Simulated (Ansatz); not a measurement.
A geometry of KTaO3 away from equilibrium: the start of the relaxation of a generated cell, KTaO3 built in the ilmenite structure type. All values below come from PBE (plane waves to 420 eV, PAW, scalar-relativistic; Ansatz, an electronic-structure program). Γ-centred k-mesh 5×5×5 on the run's cell (coarser than for final values), Fermi–Dirac smearing 0.05 eV.

```xyz
10
Lattice="2.8441 1.6420 5.2486 -2.8441 1.6420 5.2486 0.0000 -3.2841 5.2486" Properties=species:S:1:pos:R:3 pbc="T T T"
K      0.0000     0.0000     5.5956
K      0.0000     0.0000    10.1502
O     -0.9691    -1.8352     9.1072
O      2.0739     0.0783     9.1072
O     -1.1048     1.7569     9.1072
O      0.9691     1.8352     6.6385
O     -2.0739    -0.0783     6.6385
O      1.1048    -1.7569     6.6385
Ta     0.0000     0.0000     2.3052
Ta     0.0000     0.0000    13.4405
```

Question: Give the Cartesian forces on all atoms (eV/Å).

Answer: 
```
atom     Fx     Fy     Fz
----  -----  -----  -----
K1     0.00   0.00   0.22
K2     0.00   0.00  -0.22
O3    -3.47  -1.70  -4.03
O4     3.21  -2.15  -4.03
O5     0.26   3.86  -4.03
O6     3.47   1.70   4.03
O7    -3.21   2.15   4.03
O8    -0.26  -3.86   4.03
Ta9    0.00   0.00  -0.92
Ta10   0.00   0.00   0.92
```

Question: What is the pressure?

Answer: -13.1 GPa, compression positive.

Question: How much energy per atom can still be gained by relaxing?

Answer: 0.60 eV/atom; the path ends in R-3 (No. 148) (AFLOW prototype AB3C_hR10_148_c_f_c (as in TiFeO3)).

No spin polarisation in the result.

The run could not lose the symmetry of its start, so the end can be a saddle point.

The end of the path is a generated cell of KTaO3: the first start was made by placing the elements on the sites of a structure type, and the end was not matched to a known phase here, so it may be hypothetical. Known forms of KTaO3 include space group No. 221.
